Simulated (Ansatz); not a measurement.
**KCaNb2O6F: checking a database structure before trusting its electric field gradients**

The cell is a Materials Project structure (computed, not necessarily an observed phase).

```cif
data_KCaNb2O6F
_symmetry_space_group_name_H-M 'Imma'
_symmetry_Int_Tables_number 74
_cell_length_a 7.4877
_cell_length_b 7.6504
_cell_length_c 10.7696
_cell_angle_alpha 90.000
_cell_angle_beta 90.000
_cell_angle_gamma 90.000
loop_
_atom_site_label
_atom_site_type_symbol
_atom_site_symmetry_multiplicity
_atom_site_Wyckoff_symbol
_atom_site_fract_x
_atom_site_fract_y
_atom_site_fract_z
K K 4 c 0.2500 0.2500 0.2500
Ca Ca 4 b 0.5000 0.5000 0.0000
Nb5 Nb 4 a 0.0000 0.0000 0.0000
Nb6 Nb 4 d 0.2500 0.7500 0.2500
O9 O 16 j 0.8055 0.5643 0.1224
O10 O 4 e 0.5000 0.2500 0.4412
O14 O 4 e 0.5000 0.7500 0.1812
F F 4 e 0.0000 0.7500 0.5968
```

One atom of each set is listed; the run and its k-mesh use a cell of 22 atoms with edges of 7.59, 7.59, 7.59 Å.

Computed with Ansatz: DFT, PBE, plane waves and PAW, scalar-relativistic, 420 eV cutoff, Γ-centred 4×4×4 k-points, Fermi–Dirac smearing 0.02 eV.

**Question.** Do the atoms and the cell lie near the calculated equilibrium?

**Answer.** Nearly. The largest force is 0.43 eV/Å, on atom 15 (O: 2 Nb at 2.01 Å, angle 137°; also 2 Ca at 2.73 Å), and the pressure is -4.0 GPa. Relaxing the atoms is still advisable, since electric field gradients respond to shifts of a few hundredths of an ångström.
